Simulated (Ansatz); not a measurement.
# Relaxing boron (simple cubic)

These are results of DFT, LDA (PW92), plane waves (420 eV) with PAW, scalar-relativistic (Ansatz), not measurements. (PAW data from PBE, frozen cores regenerated.)

k-point mesh 16×16×16, Fermi-Dirac smearing 0.1 eV, no spin polarisation. Cell and atoms relax.

Starting structure:

```yaml
crystal:
  lattice:
    - [1.92005, 0.00000, 0.00000]
    - [0.00000, 1.92005, 0.00000]
    - [0.00000, 0.00000, 1.92005]
  atoms:
    - { symbol: B, position: [0.00000, 0.00000, 0.00000] }
```

The pressure at the start is -19.2 GPa. By how much does the volume change?

From 7.08 to 6.47 Å³ per atom, -8.6 %. The final cell has a = 1.864 Å.

How much energy does the relaxation gain?

38.9 meV per atom.
